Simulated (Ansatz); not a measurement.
The relaxed structure here is a generated cell of Au: the first start was made by a random draw of sites in a space group, and the end was not matched to a known phase here, so it may be hypothetical. Known forms of Au include space group No. 225.

A relaxed cell of Au (P4/mmm (No. 123)), relaxed on a k-mesh at least as fine as the one used below. All values below come from r2SCAN (plane waves to 500 eV, PAW, scalar-relativistic; Ansatz, a quantum-chemistry and plane-wave program). Γ-centred k-mesh 12×12×2 on the run's cell (coarser than for final values), Fermi–Dirac smearing 0.05 eV.

```yaml
crystal:
  lattice:
    - [2.76981, 0.00000, 0.00000]
    - [0.00000, 2.76981, 0.00000]
    - [0.00000, 0.00000, 19.77726]
  atoms:
    - { symbol: Au, position: [0.50000, 0.50000, 0.36337] }
    - { symbol: Au, position: [0.50000, 0.50000, 0.86337] }
    - { symbol: Au, position: [0.50000, 0.50000, 0.13663] }
    - { symbol: Au, position: [0.50000, 0.50000, 0.63663] }
    - { symbol: Au, position: [0.00000, 0.00000, 0.25000] }
    - { symbol: Au, position: [0.00000, 0.00000, 0.75000] }
    - { symbol: Au, position: [0.50000, 0.50000, 0.00000] }
    - { symbol: Au, position: [0.50000, 0.50000, 0.50000] }
```

The atoms are displaced by (Å):

```
atom      ux      uy      uz
----  ------  ------  ------
Au1    0.048  -0.052   0.102
Au2   -0.037  -0.041  -0.037
Au3    0.074   0.034   0.043
Au4   -0.055  -0.003   0.007
Au5    0.153   0.110   0.003
Au6    0.149  -0.001  -0.128
Au7    0.007   0.031   0.032
Au8    0.051  -0.154  -0.002
```

Question: What forces (eV/Å) and pressure result?

Answer: 
| atom | Fx | Fy | Fz |
|---|---|---|---|
| Au1 | 0.02 | 0.06 | -0.88 |
| Au2 | 0.03 | 0.01 | 0.09 |
| Au3 | 0.06 | 0.05 | -0.21 |
| Au4 | 0.20 | 0.03 | -0.74 |
| Au5 | -0.07 | -0.08 | 0.36 |
| Au6 | -0.26 | -0.02 | 0.90 |
| Au7 | 0.00 | 0.00 | -0.23 |
| Au8 | 0.02 | -0.05 | 0.71 |

Pressure +0.8 GPa.

The undisplaced cell is probably no minimum: from this displacement the run went on to Fm-3m (No. 225), 0.11 eV/atom below it.

No spin polarisation in the result.
